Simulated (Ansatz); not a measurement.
## Computed properties of AgI

AgI (CsCl type, Pm-3m), a = 3.6846 Å, b = 3.6846 Å, c = 3.6846 Å, α = 90.00°, β = 90.00°, γ = 90.00°.

Space group Pm-3m (No. 221), CsCl type; conventional cell a = 3.685 Å, b = 3.685 Å, c = 3.685 Å, α = 90.00°, β = 90.00°, γ = 90.00°.

Method: LDA (plane waves, PAW; program Ansatz). The cell and atoms are relaxed at this level. Other levels are named where they apply.

### Cell and energy

```json
{
  "volume_per_atom": "25.01 Å³",
  "density": "7.79 g/cm³",
  "Formation energy from the elements (no fitted shifts)": "0.25 eV/atom"
}
```

### Electronic structure

```json
{
  "electronic_character": "metallic (no gap)",
  "Density of states at the Fermi level": "0.15 states/eV per atom (mean over ±0.08 eV)"
}
```

### Mechanics

```json
{
 "Bulk modulus (Birch–Murnaghan fit)": "497 kbar",
 "Pressure derivative B′": "4.7",
 "Elastic constants (relaxed ions, GPa)": "C11 = 84.2, C12 = 33.1, C44 = -25.7",
 "mechanical_stability": "unstable (C has a negative eigenvalue)"
}
```

### Phonons

```json
{
  "zone_centre_stability": "unstable, softest mode 27i cm⁻¹"
}
```

The first step of the workflow began from a Materials Project structure, measured or hypothetical; the Crystallography Open Database copy checked does not list it. It is not the phase usual at ambient conditions (space group No. 186, 216). Symmetry was held in the LDA relaxation. The run is not spin-polarised. Its formation energy is positive at this level, so the cell may be metastable or incomplete. As this level gives no gap, shear constants depend on the k-mesh and smearing (Fermi–Dirac, 0.1 eV here). As this level gives no gap, phonon frequencies hold no LO–TO term and depend on the k-mesh and smearing (Fermi–Dirac, 0.1 eV here). The references are the lowest solids computed at this level, not always the standard phases. Spin–orbit coupling is left out wherever it is not named.

Potentials: the earlier of the program's two PAW sets.
